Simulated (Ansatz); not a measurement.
## MnPt$_{3}$: strain energy, fitted

MnPt$_{3}$, Pm-3m, a = 3.873 Å. The structure is a COD entry; whether it is the stable form wasn't checked. Ansatz: PBEsol, PAW, 420 eV, Γ-centred 14×14×14 mesh on 4 atoms, Gaussian smearing 0.10 eV; collinear spin, largest moment 3.7 μB. Series: biaxial strain in the a-b plane, c and atoms relaxed; x is the strain in per cent. y is the free energy over the unstrained cell, V0 = 14.525 Å³/atom.

| x (%) | y (meV/atom) |
| --- | --- |
| -3.0 | ? |
| -2.0 | 13.06 |
| -1.0 | 3.13 |
| 0.0 | 0.00 |
| 1.0 | 2.79 |
| 2.0 | 10.58 |
| 3.0 | 22.60 |

Fit y = c2 x² + c3 x³ to the other rows, turn c2 into a modulus, and predict the missing energy.

Least squares on the rows shown. y = 2.9610 x² − 0.15076 x³. In eV per unit strain² c2 is 29.61; M is the biaxial modulus (E = M V0 ε²): 29.61 × 160.2 / (14.525) = 327 GPa. At x = -3.0 the fit asked for gives 30.72 meV/atom. The run gave 30.57 meV/atom, so the fit is 0.15 meV/atom too high, a small miss on the scale of the series.

Only parallel moments were tried here. Spin–orbit coupling is left out, which can shift energies with elements as heavy as these.

Cost: 7 runs of about 17 core-minutes in all, on AMD EPYC 9R45 (Zen 5) (shared hosts).